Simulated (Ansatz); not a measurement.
## Calculated with Ansatz: TlBr, vacancy hop by nudged elastic band

The command:

```bash
ansatz run input.yaml --threads 4 --pin off --max-ram 8192MiB --backend cpu --events-out ev --progress --plain --runs-dir out
```

input.yaml:

```yaml
crystal:
  lattice:
    - [7.96866, 0.0, 0.0]
    - [0.0, 7.96866, 0.0]
    - [0.0, 0.0, 7.96866]
  atoms:
    - { symbol: Tl, position: [0.00409925, 0.00107814, 0.00237727] }
    - { symbol: Br, position: [0.25060842, 0.25256145, 0.25210943] }
    - { symbol: Tl, position: [-0.0012742, 0.00050199, 0.50043992] }
    - { symbol: Br, position: [0.25170842, 0.25071183, 0.75184304] }
    - { symbol: Tl, position: [0.00176202, 0.50073098, 0.00161743] }
    - { symbol: Tl, position: [0.00031656, 0.50592734, 0.50001669] }
    - { symbol: Br, position: [0.25105471, 0.74603283, 0.75188374] }
    - { symbol: Tl, position: [0.5005526, 0.00356576, 0.00021946] }
    - { symbol: Br, position: [0.75411923, 0.24918467, 0.25365222] }
    - { symbol: Tl, position: [0.50139141, 0.00037725, 0.50102082] }
    - { symbol: Br, position: [0.7494674, 0.24805017, 0.75013225] }
    - { symbol: Tl, position: [0.49690382, 0.50012213, 0.00096208] }
    - { symbol: Br, position: [0.75125499, 0.74836979, 0.2506316] }
    - { symbol: Tl, position: [0.5000327, 0.50105885, 0.49848198] }
    - { symbol: Br, position: [0.74976435, 0.75268276, 0.75170277] }
kpoints:
  mp_grid: { grid: [2, 2, 2] }
magnetization:
  spin_polarized: false
scf:
  occupations: { method: fermi_dirac, width: 0.05 }
hamiltonian:
  pseudopotentials: { kind: paw }
  xc: pbe
basis:
  ecutwfc: 420
neb:
  images: 3
  relax_end_points: true
  climbing: true
  f_tol: 0.05
  max_iterations: 40
  order_check: false
  final_atoms:
    - { symbol: Tl, position: [0.00409925, 0.00107814, 0.00237727] }
    - { symbol: Br, position: [0.25060842, 0.25256145, 0.25210943] }
    - { symbol: Tl, position: [-0.0012742, 0.00050199, 0.50043992] }
    - { symbol: Br, position: [0.25170842, 0.25071183, 0.75184304] }
    - { symbol: Tl, position: [0.00176202, 0.50073098, 0.00161743] }
    - { symbol: Tl, position: [0.00031656, 0.50592734, 0.50001669] }
    - { symbol: Br, position: [0.24918817, 0.75010402, 1.25153588] }
    - { symbol: Tl, position: [0.5005526, 0.00356576, 0.00021946] }
    - { symbol: Br, position: [0.75411923, 0.24918467, 0.25365222] }
    - { symbol: Tl, position: [0.50139141, 0.00037725, 0.50102082] }
    - { symbol: Br, position: [0.7494674, 0.24805017, 0.75013225] }
    - { symbol: Tl, position: [0.49690382, 0.50012213, 0.00096208] }
    - { symbol: Br, position: [0.75125499, 0.74836979, 0.2506316] }
    - { symbol: Tl, position: [0.5000327, 0.50105885, 0.49848198] }
    - { symbol: Br, position: [0.74976435, 0.75268276, 0.75170277] }
```

Origin of the cell: a database entry, scaled a little.

The cell is 2×2×2 cells of TlBr with one Br taken out; atom 7 (Br) hops into the empty site, 3.98 Å away before the end points are relaxed. All atoms were shaken by about 0.02 Å first.

Output (shortened):

```
SCF iter   1: F=—  HF=-111046.474731 eV  Δρ=1.70e-3  dr2=4.31e-2
SCF iter   2: F=—  HF=-111046.467618 eV  Δρ=2.09e-3  dr2=4.71e-2  defer=22
SCF iter   3: F=—  HF=-111046.454304 eV  Δρ=3.52e-4  dr2=1.01e-3  defer=22
[… 2 lines left out …]
SCF iter   6: F=—  HF=-111046.454652 eV  Δρ=1.26e-5  dr2=1.42e-6  defer=22
SCF iter   7: F=—  HF=-111046.454652 eV  Δρ=4.12e-6  dr2=1.76e-7  defer=22
SCF iter   8: F=-111046.454652 eV  HF=-111046.454652 eV  Δρ=1.27e-6  dr2=1.14e-8
NEB iter   1: max|band force component| = 7.182e-1 eV/Å  barrier→ = 0.7444 eV  barrier← = 0.7444 eV  Δτ_max = 0.2000 Å  (44 SCF iters)
NEB iter   2: max|band force component| = 1.523e-1 eV/Å  barrier→ = 0.2713 eV  barrier← = 0.2713 eV  CI = image 2  Δτ_max = 0.0602 Å  (24 SCF iters)
NEB iter   3: max|band force component| = 3.186e-2 eV/Å  barrier→ = 0.2502 eV  barrier← = 0.2502 eV  CI = image 2  Δτ_max = 0.0212 Å  (23 SCF iters)
NEB iter   4: max|band force component| = 3.327e-2 eV/Å  barrier→ = 0.2484 eV  barrier← = 0.2484 eV  CI = image 2  Δτ_max = 0.0000 Å  (6 SCF iters)
--- NEB band (5 images, 4 band iterations, 97 SCF iterations, 30 more in tests of the images' electronic states and relaxations of end points) ---
  forward barrier  = 0.248381 eV
  backward barrier = 0.248402 eV
  lagrangian_above_aufbau_ev (what the smearing adds, to first order; not taken off the barriers): saddle image -0.001746 eV, end points -0.024217 and -0.024220 eV
  climbing image's point = of an order that was not read
  energies are F+E_penalty+E_count in eV, relative to image 0
  image     s (Å)  Δ vs image 0  max|band force component| (eV/Å)
      0    0.0000      0.000000                                 —
      1    1.0057      0.124272                          3.209e-2
  *   2    2.0145      0.248381                          1.629e-2
      3    3.0265      0.123718                          3.327e-2
      4    4.0346     -0.000020                                 —
```

The converged band:

```tsv
image	path over all atoms (Å)	ΔF (eV)	Br x	y	z (Å)
0	0.00	0.000	2.00	5.98	5.99
1	1.01	0.124	2.00	5.98	6.95
2	2.01	0.248	2.00	5.98	7.98
3	3.03	0.124	2.00	5.98	9.00
4	4.03	0.000	2.00	5.98	9.97
```

Relaxed start, forces in eV/Å:

```xyz
15
Lattice="7.969 0.000 0.000 0.000 7.969 0.000 0.000 0.000 7.969" Properties=species:S:1:pos:R:3:forces:R:3 pbc="T T T" image=0
Tl   -0.019    0.034   -0.021   -0.002    0.002   -0.001
Br    1.997    2.003    2.001    0.002   -0.003    0.001
Tl   -0.023    0.036    4.019    0.000    0.002    0.003
Br    1.998    1.999    5.986    0.000   -0.002   -0.002
Tl   -0.026    3.962   -0.018    0.001   -0.002   -0.001
Tl   -0.024    3.966    4.024    0.001   -0.004    0.001
Br    2.000    5.982    5.991   -0.001    0.001   -0.004
Tl    4.021    0.035   -0.019    0.001    0.001    0.001
Br    5.983    1.997    2.003   -0.001    0.000    0.001
Tl    4.020    0.032    4.024    0.000    0.001   -0.001
Br    5.982    1.995    5.986    0.001    0.002   -0.002
Tl    4.016    3.961   -0.024    0.002   -0.001    0.001
Br    5.983    5.981    1.999   -0.001    0.003    0.003
Tl    4.019    3.958    4.019    0.001    0.000    0.002
Br    5.985    5.982    5.986   -0.003    0.001   -0.003
```

Highest image (2), forces in eV/Å:

```xyz
15
Lattice="7.969 0.000 0.000 0.000 7.969 0.000 0.000 0.000 7.969" Properties=species:S:1:pos:R:3:forces:R:3 pbc="T T T" image=2
Tl   -0.174    0.189    0.010   -0.004    0.003    0.000
Br    1.998    2.000    2.024    0.000   -0.001    0.001
Tl    0.029   -0.014    3.994    0.005   -0.005    0.000
Br    1.998    1.998    5.963    0.000    0.000   -0.002
Tl   -0.178    3.810    0.009   -0.002   -0.002    0.000
Tl    0.027    4.017    3.994    0.005    0.003    0.000
Br    1.998    5.983    7.978    0.000    0.000    0.000
Tl    4.174    0.188    0.009    0.002    0.002    0.000
Br    5.982    1.999    2.234    0.000    0.000   -0.016
Tl    3.968   -0.017    3.994   -0.004   -0.004    0.000
Br    5.982    1.998    5.753    0.000    0.001    0.016
Tl    4.170    3.808    0.008    0.004   -0.003    0.000
Br    5.982    5.983    2.024    0.000    0.001    0.001
Tl    3.966    4.013    3.992   -0.004    0.005    0.001
Br    5.982    5.984    5.963    0.000    0.000   -0.001
```

Relaxed end, forces in eV/Å:

```xyz
15
Lattice="7.969 0.000 0.000 0.000 7.969 0.000 0.000 0.000 7.969" Properties=species:S:1:pos:R:3:forces:R:3 pbc="T T T" image=4
Tl   -0.019    0.036    0.041   -0.003    0.002    0.001
Br    1.998    2.001    2.002    0.000   -0.001    0.000
Tl   -0.024    0.040    3.968   -0.001    0.001   -0.002
Br    1.998    1.998    5.985    0.000    0.001    0.000
Tl   -0.024    3.964    0.036   -0.002   -0.002    0.002
Tl   -0.025    3.969    3.964   -0.001   -0.004   -0.001
Br    1.997    5.985    9.969    0.000    0.000    0.000
Tl    4.022    0.037    0.036    0.001    0.001    0.002
Br    5.983    1.999    2.002   -0.001    0.001   -0.001
Tl    4.018    0.035    3.963    0.001    0.002   -0.002
Br    5.982    2.000    5.985    0.000    0.001    0.000
Tl    4.015    3.963    0.036    0.003   -0.002    0.002
Br    5.982    5.982    2.001    0.000    0.002    0.000
Tl    4.016    3.963    3.964    0.002   -0.002   -0.001
Br    5.980    5.985    5.986    0.001   -0.001    0.000
```

Barrier of this path: 0.25 eV forwards, 0.25 eV backwards, after 4 band iterations.

Caveats: no moments, though an odd count or open d shells may carry them; no spin-orbit coupling, though heavy elements are present; the k mesh is coarse if the cell is a metal; a small cell with a neutral vacancy and no spin, whose shape can make like sites unlike; the cell is held at a rescaled volume, and strain moves barriers; the hop was drawn among near neighbours and need not be the easiest path; few images and a loose tolerance, and neither the top nor the ends were tested for their order.

Time: 99 s of wall time on 4 CPU thread(s) of a shared host, from the program's own first density.
